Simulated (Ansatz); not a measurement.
All numbers below come from DFT PBE, scalar-relativistic, plane waves, PAW in Ansatz 0.2.0. Settings: cutoff 420 eV, Γ-centred meshes spaced at most about 0.3 Å⁻¹, and about 0.25 Å⁻¹ or finer for metals (2π included), Gaussian smearing. No spin polarisation in the final relaxations.

These are static total energies at zero pressure. All come from trial cells, and lower structures may exist.

Question: These unrelaxed guesses for Cd3TeO2 are each relaxed within their symmetry. Order them by the energy at which they end, lowest first.
A.

```xyz
6
Lattice="6.3390 0.0000 0.0000 -3.1695 5.4897 0.0000 0.0000 0.0000 3.4638" Properties=species:S:1:pos:R:3 pbc="T T T"
Cd   -1.5847    2.7449    1.7319
Cd    3.1695    0.0000    1.7319
Cd    1.5847    2.7449    1.7319
Te    0.0000    0.0000    0.0000
O     3.1695    1.8299    0.0000
O     0.0000    3.6598    0.0000
```

B.

```xyz
6
Lattice="2.8604 1.6515 4.1818 -2.8604 1.6515 4.1818 0.0000 -3.3029 4.1818" Properties=species:S:1:pos:R:3 pbc="T T T"
Cd    1.4302    0.8257    2.0909
Cd   -1.4302    0.8257    2.0909
Cd    0.0000   -1.6515    2.0909
Te    0.0000    0.0000    0.0000
O     0.0000    0.0000    4.6563
O     0.0000    0.0000    7.8892
```

C.

```xyz
6
Lattice="2.1051 -7.0703 0.0000 2.1051 7.0703 0.0000 0.0000 0.0000 4.3566" Properties=species:S:1:pos:R:3 pbc="T T T"
Cd    2.1051    0.0000    2.1783
Cd    2.1051    2.6160    0.0000
Cd    2.1051   -2.6160    0.0000
Te    0.0000    0.0000    0.0000
O     2.1051    5.3027    2.1783
O     2.1051   -5.3027    2.1783
```

D.

```xyz
12
Lattice="6.7044 0.0000 0.0000 0.0000 6.7044 0.0000 0.0000 0.0000 6.7044" Properties=species:S:1:pos:R:3 pbc="T T T"
Cd    0.0000    3.3522    3.3522
Cd    3.3522    0.0000    3.3522
Cd    3.3522    3.3522    0.0000
Cd    0.0000    3.3522    0.0000
Cd    3.3522    0.0000    0.0000
Cd    0.0000    0.0000    3.3522
Te    0.0000    0.0000    0.0000
Te    3.3522    3.3522    3.3522
O     1.6761    1.6761    1.6761
O     5.0283    5.0283    1.6761
O     5.0283    1.6761    5.0283
O     1.6761    5.0283    5.0283
```

Answer: A (ends in P6/mmm, 0 meV/atom), B (ends in R-3m, 41 meV/atom), C (ends in Cmmm, 0.49 eV/atom), D (ends in Pn-3m, 0.58 eV/atom).

Spin–orbit coupling, which can matter for Te, is left out. A magnetic state wasn't ruled out in cells without spin, among them Pn-3m. Cells relaxed within their symmetry can be saddle points. Some candidate types were left out of the draw beforehand, so a known form may be missing.
